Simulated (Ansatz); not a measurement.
# ¹⁷O NMR of the central transition in SiO₂ under strain

Cell: a structure deposited in the COD, relaxed with PBE at fixed cell and then changed (z stretched by 2 %, ions relaxed).

```
Si O
1.0
     4.16670    0.00000    0.00000
     0.00000    4.16670    0.00000
     0.00000    0.00000    2.71779
Si O
2 4
Cartesian
  0.0000 0.0000 0.0000
  2.0833 2.0833 1.3589
  1.2719 1.2719 0.0000
  0.8114 3.3553 1.3589
  2.8948 2.8948 0.0000
  3.3553 0.8114 1.3589
```

Sites (sets of like atoms) are named by element and the number of their first atom in this list.

The numbers come from a DFT calculation in Ansatz (PBE, plane waves and PAW, scalar-relativistic, 420 eV cutoff, Γ-centred 7×7×11 k-points, Fermi–Dirac smearing 0.02 eV).

¹⁷O has I = 5/2 and Q = -25.58 mb (Pyykkö 2018); at 23.5 T its Larmor frequency is ν₀ = 135.7 MHz. Only the quadrupole interaction is simulated: positions count from each site's isotropic chemical shift, and J coupling is left out, as are shift anisotropy and dipolar coupling, which fast spinning averages.

(1) Give C_Q, η, the quadrupolar product P_Q = |C_Q|(1 + η²/3)^½, the second-order isotropic shift and the breadth of the pattern (fast magic-angle spinning) for each O site.

## Answers

(1) 

```csv
site,first shell,C_Q (MHz),η,P_Q (MHz),δ_QIS (ppm),breadth (kHz)
O,3 Si at 1.78–1.80 Å,7.04,0.12,7.06,-16.2,4.88
```

δ_QIS = −(ν_Q²/30ν₀²)[I(I+1) − 3/4](1 + η²/3) × 10⁶ ppm with ν_Q = 3|C_Q|/[2I(2I−1)]; it falls as 1/B₀² in ppm, and the breadth as 1/B₀ in kHz.

At O V_zz stands upright on the plane through its three neighbours (within 1°).

At this changed cell the PBE pressure is 5 GPa.
